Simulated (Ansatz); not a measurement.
Ge3P5: rattling a relaxed structure

The structure comes from a proposed guess, relaxed at this level; another structure or a mixture of phases may lie lower.

These are results of DFT PBE, scalar-relativistic, plane waves, PAW (Ansatz 0.2.0), not measurements. Settings: cutoff 420 eV, Γ-centred mesh 6×6×6 on the computed 8-atom cell, Gaussian smearing of 0.10 eV; no spin polarisation.

The cell below (8 atoms, space group R3m (No. 160)) is relaxed within its symmetry.

```
CELL_PARAMETERS angstrom
3.60744 2.08276 3.16426
-3.60744 2.08276 3.16426
0.00000 -4.16552 3.16426
ATOMIC_POSITIONS crystal
Ge 0.77149 0.26231 0.26231
Ge 0.26231 0.77149 0.26231
Ge 0.26231 0.26231 0.77149
P 0.73897 0.73897 0.20927
P 0.23717 0.23717 0.23717
P 0.77950 0.77950 0.77950
P 0.73897 0.20927 0.73897
P 0.20927 0.73897 0.73897
```

For the test it was strained at random (σ = 1.5 % a component), the atoms were moved at random (σ = 0.15 Å), and all was relaxed again on a 6×6×6 mesh (in the run’s order of axes) with 0.20 eV smearing, with no symmetry imposed.

An odd number of electrons in the primitive cell allows no gap without spin; a larger cell or a magnetic state could open one. The cell is a metal run without spin; a magnetic state may lie lower.

**Question.** Does it come back?

**Answer.** It returns, within 1 meV/atom of the unmoved cell on that mesh and with the same symmetry when read at 0.1 Å (P1 at 0.01 Å, so small strains and shifts remain). So it is stable against the distortions that fit this cell and that this random move excites. Modes that don't fit the cell aren't tested.
